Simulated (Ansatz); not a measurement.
Data:

Starting cell, GaP (zinc blende):

```yaml
crystal:
  lattice:
    - [0.00000, 5.50645, 5.50645]
    - [2.75322, 0.00000, 2.75322]
    - [2.75322, 2.75322, 0.00000]
  atoms:
    - { symbol: P, position: [0.37500, 0.75000, 0.75000] }
    - { symbol: P, position: [0.87500, 0.75000, 0.75000] }
    - { symbol: Ga, position: [0.00000, 0.00000, 0.00000] }
    - { symbol: Ga, position: [0.50000, 0.00000, 0.00000] }
```

A phonon eigenvector at L = (0.5, 0.0, 0.0) is frozen into this cell: atom i moves by Q times the vector below, so Q is the largest atomic displacement, in Å. The cell is held. It is one choice among 2 degenerate patterns. (q is in reciprocal vectors of the primitive cell; the cell shown is doubled to hold the pattern.)

| atom | x | y | z |
|---|---|---|---|
| P1 | 0.285 | -0.520 | 0.805 |
| P2 | -0.285 | 0.520 | -0.805 |
| Ga3 | 0.112 | -0.203 | 0.315 |
| Ga4 | -0.112 | 0.203 | -0.315 |

These are PBE (plane waves to 420 eV, PAW, scalar-relativistic; Ansatz, a quantum-chemistry and plane-wave program) values and carry that method's errors. k mesh 5×10×10 (Γ-centred), Fermi-Dirac smearing 0.05 eV. E stands for the smeared free energy. GaP was relaxed with its symmetry unable to fall. The PAW data are Ansatz's earlier set. ΔE is measured from the undisplaced structure.

The scan covers Q from -0.100 to 0.100 Å in 13 points.

Q: What is the energy change at Q = 0.100 Å?

A: 179.6 meV/cell.

Q: What harmonic wavenumber does the curvature at Q = 0 give?

A: 342 cm⁻¹.

(A displaced cell: forces are minus the slopes of the energy, force constants its curvatures, and phonons follow from these.)
